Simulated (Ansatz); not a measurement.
MoPt:
```cif
data_MoPt
_chemical_formula_sum 'Pt1 Mo1'
_space_group_name_H-M_alt 'P4/mmm'
_space_group_IT_number 123
_space_group_name_Hall '-P 4 2'
_cell_length_a 2.73031
_cell_length_b 2.73031
_cell_length_c 4.13408
_cell_angle_alpha 90.000
_cell_angle_beta 90.000
_cell_angle_gamma 90.000
loop_
_atom_site_label
_atom_site_type_symbol
_atom_site_symmetry_multiplicity
_atom_site_Wyckoff_symbol
_atom_site_fract_x
_atom_site_fract_y
_atom_site_fract_z
_atom_site_occupancy
Pt1 Pt 1 a 0.00000 0.00000 0.00000 1
Mo1 Mo 1 d 0.50000 0.50000 0.50000 1
```

Relaxed with PBE.

### Question
Which orbitals make up the states near the Fermi level in PBE in the plane-wave PAW code Ansatz?

### Answer
Within 0.5 eV of the Fermi level: Mo 4d 65 %, Pt 5d 29 %. Projections are on Löwdin-orthogonalised atomic valence shells; empty p or d shells of many metals are not among them.

### Question
Tabulate the density of states.

### Answer
States/eV per cell of 2 atoms, in 0.25 eV bins, energy from the Fermi level.

```tsv
E (eV)	total	Pt 5d	Mo 4d	Pt 6s
-7.85	0.26	0.02	0.01	0.14
-7.60	0.33	0.04	0.02	0.17
-7.35	0.39	0.06	0.03	0.20
-7.10	0.76	0.20	0.15	0.29
-6.85	0.87	0.31	0.19	0.27
-6.60	1.02	0.46	0.23	0.23
-6.35	1.79	1.00	0.41	0.23
-6.10	2.83	1.77	0.63	0.22
-5.85	3.31	2.16	0.75	0.16
-5.60	3.24	2.12	0.76	0.12
-5.35	3.03	2.09	0.65	0.08
-5.10	2.29	1.68	0.45	0.04
-4.85	2.37	1.79	0.47	0.04
-4.60	2.94	2.25	0.55	0.06
-4.35	2.36	1.78	0.42	0.09
-4.10	2.12	1.62	0.33	0.09
-3.85	2.22	1.61	0.42	0.09
-3.60	2.11	1.43	0.53	0.07
-3.35	1.92	1.33	0.45	0.06
-3.10	2.64	1.85	0.63	0.07
-2.85	3.36	2.11	1.01	0.09
-2.60	2.76	1.32	1.21	0.05
-2.35	2.96	1.14	1.55	0.06
-2.10	2.48	0.92	1.29	0.06
-1.85	2.38	0.90	1.22	0.05
-1.60	2.11	0.76	1.09	0.04
-1.35	2.00	0.57	1.18	0.03
-1.10	1.52	0.35	0.99	0.02
-0.85	1.13	0.28	0.72	0.02
-0.60	1.00	0.23	0.65	0.02
-0.35	1.35	0.33	0.89	0.02
-0.10	1.67	0.51	1.05	0.01
0.15	2.04	0.65	1.30	0.01
0.40	2.09	0.60	1.40	0.02
0.65	2.30	0.65	1.53	0.03
0.90	1.78	0.30	1.35	0.03
1.15	1.60	0.21	1.26	0.04
1.40	1.89	0.24	1.50	0.07
1.65	2.27	0.34	1.72	0.10
1.90	2.76	0.45	2.04	0.15
2.15	2.20	0.33	1.63	0.12
2.40	1.70	0.23	1.20	0.11
2.65	1.18	0.13	0.77	0.12
2.90	0.81	0.09	0.42	0.12
3.15	0.65	0.07	0.30	0.11
3.40	0.59	0.05	0.24	0.10
3.65	0.55	0.04	0.21	0.10
3.90	0.52	0.04	0.18	0.10
4.15	0.50	0.03	0.15	0.10
4.40	0.48	0.03	0.13	0.09
4.65	0.46	0.02	0.10	0.09
```

The start of the workflow was typed in or built on a structure type; neither database checked (COD, Materials Project) lists it. Its standing as an ambient phase is unchecked. Symmetry was held in the PBE relaxation; its stability against distortions is not shown here. The run is not spin-polarised. Spin–orbit coupling is left out wherever it is not named.

Potentials: the earlier of the program's two PAW sets.
